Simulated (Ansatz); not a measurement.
## Calculated electric field gradients for InSe under strain

The cell is a structure deposited in the COD, relaxed with PBE at fixed cell and then changed (z stretched by 2 %, ions relaxed).

```
In Se
1.0
     4.05000    0.00000    0.00000
    -2.02500    3.50740    0.00000
     0.00000    0.00000   17.26860
In Se
4 4
Direct
  0.33333 0.66667 0.16865
  0.66667 0.33333 0.66865
  0.33333 0.66667 0.33135
  0.66667 0.33333 0.83135
  0.33333 0.66667 0.59427
  0.66667 0.33333 0.09427
  0.33333 0.66667 0.90573
  0.66667 0.33333 0.40573
```

Atom numbers follow the list; atoms alike are taken as one site, whose name carries the number of the first.

The numbers come from a DFT calculation in Ansatz (PBE, plane waves and PAW, scalar-relativistic, 420 eV cutoff, Γ-centred 13×13×3 k-points, Fermi–Dirac smearing 0.05 eV).

Conventions: |V_zz| ≥ |V_yy| ≥ |V_xx|, η = (V_xx − V_yy)/V_zz, C_Q = eQV_zz/h. ν_Q = 3|C_Q|/[2I(2I − 1)].

115In: I = 9/2, Q = 772.0 mb. Quadrupole moments are those of Pyykkö's year-2017 table.

```tsv
site	atoms (order as listed)	first shell	C_Q (MHz)	η	ν_Q (MHz)
In	1, 2, 3, 4	3 Se at 2.67 Å; also 1 In at 2.81 Å	-200	0.00	8.34
```

An axis of threefold or higher order runs through In, so V_zz lies along it and η is zero.

Se has no stable isotope with a ground-state quadrupole moment in the table, so these sites are left out.

Without spin–orbit coupling (the program notes it for In) the gradients can shift somewhat, as the gap is small. With a gap of 0.5 eV on this mesh, the gradients can still move by some per cent as the k-mesh gets denser.
